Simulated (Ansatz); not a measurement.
Bi (A7 (α-As type), space group No. 166) is relaxed with the program Ansatz at the PBE level (PAW). What lattice parameters of the conventional cell result?

a = 4.583 Å, c = 12.165 Å.

Give the free coordinates with the occupied sites.

In one choice of origin and axes:

| atom | site | symmetry | x | y | z |
|---|---|---|---|---|---|
| Bi | 6c | 3m | 0.0000 | 0.0000 | 0.2337 |

Space group R-3m (A7 (α-As type)). The PBE relaxation kept the symmetry of its start. Axis ratios of metals converge slowly with the k-mesh, so a and c are less sure than the volume. Spin–orbit coupling is left out wherever it is not named.

Potentials: the earlier of the program's two PAW sets.
